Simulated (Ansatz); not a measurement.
An Ansatz input:

```yaml
crystal:
  lattice:
    - [0.0, 3.5693820474, 3.5693820474]
    - [3.5693820474, 0.0, 3.5693820474]
    - [3.5693820474, 3.5693820474, 0.0]
  atoms:
    - { symbol: Bi, position: [0.125, 0.125, 0.125] }
    - { symbol: Bi, position: [0.875, 0.875, 0.875] }
hamiltonian:
  xc: r2scan
  pseudopotentials:
    kind: paw
    azcp:
      Bi: "pseudopotentials/Bi.paw.azcp"
basis:
  ecutwfc: 500
  fft_grid_basis: typed
kpoints:
  mp_grid: { grid: [9, 9, 9], shift: [0, 0, 0] }
magnetization:
  spin_polarized: false
scf:
  occupations: { method: fermi_dirac, width: 0.1 }
  lower_state_search: "off"
output:
  stress: true
```

Terminal output

```
Engine: ansatz 0.2.0, x86_64-unknown-linux-gnu
Pseudopotentials: kind: paw
Pseudopotential: Bi, paw, valence charge 15, recommended cutoff 500 eV (meta_gga) 
Functional definition: r2SCAN
  parameter k0 = 0.174
  parameter k1 = 0.065
  parameter a1 = 4.9479
  exchange = r2scan_x(k0 = k0, k1 = k1, a1 = a1)
  correlation = r2scan_c
Crystal: 2 atoms, lattice volume = 90.951 Å³
Basis set: ecut = 500 eV, 2277 PW (Γ), exchange–correlation on 160×160×160 points (64 copies of the dense FFT grid, shifted against one another)
Bands: 19, of which v1, the nominal top of the filled ones, is band 15 counted from 1 (14 counted from 0)
Symmetry: 48 space group operations
Space group: Fd-3m (ITA 227), of the structure as read, at distance tolerance 4.5e-5 Å
k-points: 35 of 729
Non-local potential: Bi, projectors of the file, l = 0: 2, l = 1: 2, l = 2: 2, l = 3: 2
PAW form: soft (Blöchl's): semilocal exchange-correlation on the pseudo side does not see the compensation charge
PAW frozen core: Bi, regenerated for the run's functional (the file was generated under x = pbe(κ = 0.804, μ = 0.2195149727645171), c = pbe(β = 0.06672455060314922))
PAW one-centre angular grid: Bi, 590 points (default); XC on 160 Gauss nodes
Initial density: superposition of atomic densities (neutral atoms: chi_scale 0, normalization atom), corrected by the library's trained network
Initial wavefunctions: pseudopotential atomic-orbital guess
Functional: x = r2scan, c = r2scan; τ floored in thin density (d = 2e-4 eV/Å³)
SCF iter   1: F=-24821.617258 eV  HF=-24821.616569 eV  |F-HF|=6.90e-4  |Δ(HF+E_count)|=         —  Δρ=2.73e-3  dr2=5.99e-3  dr2_τ=6.92e-4  ethr=1.77e-3  ⟨swp⟩=6.1  Hψ=3397  notcnv=0
SCF iter   2: F=-24821.619327 eV  HF=-24821.619351 eV  |F-HF|=2.37e-5  |Δ(HF+E_count)|=   2.78e-3  Δρ=1.52e-3  dr2=2.16e-3  dr2_τ=5.13e-5  ethr=2.00e-5  ⟨swp⟩=2.2  Hψ=1497  notcnv=0
SCF iter   3: F=-24821.619759 eV  HF=-24821.619812 eV  |F-HF|=5.29e-5  |Δ(HF+E_count)|=   4.62e-4  Δρ=3.63e-4  dr2=3.64e-4  dr2_τ=2.57e-6  ethr=7.19e-6  ⟨swp⟩=2.0  Hψ=985  notcnv=0
SCF iter   4: F=-24821.619800 eV  HF=-24821.619808 eV  |F-HF|=8.34e-6  |Δ(HF+E_count)|=   4.01e-6  Δρ=1.61e-4  dr2=6.08e-5  dr2_τ=3.03e-7  ethr=1.21e-6  ⟨swp⟩=2.7  Hψ=1167  notcnv=0
SCF iter   5: F=-24821.619797 eV  HF=-24821.619795 eV  |F-HF|=1.16e-6  |Δ(HF+E_count)|=   1.29e-5  Δρ=4.66e-5  dr2=2.73e-6  dr2_τ=2.75e-8  ethr=2.03e-7  ⟨swp⟩=2.0  Hψ=775  notcnv=0
SCF iter   6: F=-24821.619797 eV  HF=-24821.619797 eV  |F-HF|=1.24e-7  |Δ(HF+E_count)|=   1.62e-6  Δρ=1.14e-5  dr2=1.27e-7  dr2_τ=4.86e-9  ethr=9.10e-9  ⟨swp⟩=2.9  Hψ=1198  notcnv=0
SCF iter   7: F=-24821.619797 eV  HF=-24821.619797 eV  |F-HF|=1.88e-9  |Δ(HF+E_count)|=   1.53e-7  Δρ=2.36e-6  dr2=5.84e-9  dr2_τ=1.50e-10  ethr=3.33e-10  ⟨swp⟩=5.0  Hψ=2474  notcnv=0
SCF 1 converged in 7 iterations: F = -24821.619797 eV  dr2 = 5.84e-9
SCF converged after 7 iterations
Free energy (F): -24821.619797 eV
Harris-Foulkes:  -24821.619797 eV  (|F-HF|=1.88e-9)
Internal energy: -24821.583161 eV  (E = F + TS)
E sigma→0 (E₀):  -24821.601479 eV
Entropy (-TS):   -0.036636 eV (-18.318 meV/atom)
Fermi energy:    6.588448 eV
--- Per-component energies (eV) ---
  E_band       = -330.349658
  E_kinetic    = 602.570941
  E_local      = -3716.051773  (includes V_loc(G=0)·N_el)
  E_nonlocal   = 1121.179194
  E_hartree    = 1271.554771
  E_xc         = -280.700337
  E_vxc        = -312.164418  (∫ρ·V_xc dr)
  E_paw        = -21377.094145  (= ΣΔE_a)
  E_vpaw       = -591.071650  (= ΣTr[D̂ρ^β])
  E_aug_tail   = -0.000539  (compensation charges beyond the density's cutoff)
  E_vtau       = 22.075565  (kinetic-family band-sum trace: ∫τ·v_τ [+ j·A + Jᵃ·Aᵃ] dr)
  E_ewald      = -2444.792368
  E_core_change = 1.751094  (= ΣΔE_core)
  E_smearing   = -0.036636  (= −TS)
  E_closure    = -0.000000  (closes the sum)
  Σ components = -24821.619797   (vs F -24821.619797, Δ=0.00e0)
--- Stress (GPa, compression-positive) ---
        1.407506      -0.000000      -0.000000
       -0.000000       1.407506      -0.000000
        0.000000       0.000000       1.407506
  P = ⅓ Tr σ = 1.4075 GPa (14.075 kbar)
```

Launched by

```sh
ansatz run input.yaml --threads 1 --pin off --max-ram 3584MiB --backend cpu --events-out ev --progress --plain --runs-dir out
```

On 1 thread of Intel(R) Xeon(R) Platinum 8259CL CPU @ 2.50GHz (Skylake/Cascade Lake) (shared host) this took about 12 s of wall time and 11 s of CPU time.
